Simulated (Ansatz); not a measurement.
Given:

B₂Ru:
Space group Pmmn, origin choice 1 (No. 59); a = 2.830 Å, b = 4.598 Å, c = 4.001 Å, α = β = γ = 90.00°

```csv
atom,site,symmetry,x,y,z
B,4e,m..,0.0000,0.1957,0.3628
Ru,2a,mm2,0.0000,0.0000,0.8487
```

This is the LDA-relaxed structure.

All from the program Ansatz at the LDA level (PAW), unless another level is named. Predict the electronic character.

metallic (no gap).

Next, the formation energy from the elements (no fitted shifts)?

-0.31 eV/atom.

Next, the density of states at the Fermi level?

0.19 states/eV per atom (mean over ±0.08 eV).

The first step of the workflow began from a Materials Project structure, measured or hypothetical; the Crystallography Open Database files this formula in space group No. 59, but the cells were not matched. Its standing as an ambient phase is unchecked. The LDA relaxation kept the symmetry of its start; whether a distortion lowers the energy is not shown. The run is not spin-polarised. The references are the lowest solids computed at this level, not always the standard phases. Scalar-relativistic: spin–orbit coupling is off unless named, which matters more the heavier the elements.

Potentials: the later of the program's two PAW sets.
